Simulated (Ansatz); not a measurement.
HfO2 (tetragonal-ZrO2 type, space group P4_2/nmc)

```
HfO2
1.0
    3.57698     0.00000     0.00000
    0.00000     3.57698     0.00000
    0.00000     0.00000     5.20360
Hf O
2 4
Direct
  0.00000   0.00000   0.00000
  0.50000   0.50000   0.50000
  0.00000   0.50000   0.19607
  0.00000   0.50000   0.69607
  0.50000   0.00000   0.30393
  0.50000   0.00000   0.80393
```

The volume is varied about the relaxed value V₀ at fixed cell shape. The atoms relax within the cell's symmetry.

Calculation: r2SCAN (plane waves to 500 eV, PAW, scalar-relativistic; Ansatz, a program for electronic structure). k mesh 9×9×7 (Γ-centred), Fermi-Dirac smearing 0.05 eV. E stands for the smeared free energy. Stress and pressure are positive under compression. HfO2 is run without spin polarisation. HfO2 was relaxed with its symmetry unable to fall. Spin-orbit coupling is left out, though Hf is heavy. The PAW data are Ansatz's earlier set. This is a high-temperature form of HfO2. ΔE is measured from the relaxed starting cell.

```tsv
V (Å³/cell)	ΔE (kJ/mol of atoms)	P (GPa)
62.58	2.83	15.0
63.25	1.92	12.1
63.92	1.21	9.4
64.58	…	6.9
65.25	…	4.5
65.91	0.07	2.2
66.58	0.00	0.0
67.24	0.07	-2.0
67.91	0.27	-3.9
68.58	…	-5.7
69.24	1.04	-7.5
69.91	…	-9.1
70.57	2.24	-10.6
```

### Question
What belongs in the gaps?

### Answer

- 64.58, ΔE (kJ/mol of atoms): 0.67
- 65.25, ΔE (kJ/mol of atoms): 0.29
- 68.58, ΔE (kJ/mol of atoms): 0.59
- 69.91, ΔE (kJ/mol of atoms): 1.59

(A scan under strain: stresses follow from slopes of the energy per volume, elastic moduli from its curvatures.)
